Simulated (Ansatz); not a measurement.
With PBEsol in the plane-wave PAW code Ansatz, In2TeO2 in the trigonal phase (P-3m1; In on 2d, Te on 1b, O on 2d) relaxes to a = 3.742 Å, c = 7.187 Å. Te has 6 nearest neighbours from 3.09 Å (octahedral); O has 4 nearest neighbours from 2.22 Å (tetrahedral). Against the elements it lies at -0.95 eV/atom, with no fitted shifts.

Electronic character: metallic (no gap). Gap from PBEsol with spin–orbit coupling: none (metallic).

The bulk modulus is 961 kbar. The highest mode at Γ lies at 437 cm^-1.

The start of the workflow was typed in or built on a structure type; neither database checked (COD, Materials Project) lists it. Its standing as an ambient phase is unchecked. The cell was relaxed with PBEsol under the symmetry of its start; its stability against distortions is not shown here. As this level gives no gap, phonon frequencies hold no LO–TO term and depend on the k-mesh and smearing (Fermi–Dirac, 0.1 eV here). The references are the lowest solids computed at this level, not always the standard phases (solids in place of the gases). Spin–orbit coupling is left out wherever it is not named.

Potentials: the earlier of the program's two PAW sets. The files were generated under PBE; for other functionals the program regenerates the frozen cores, and for LDA and PBEsol the local potential too.
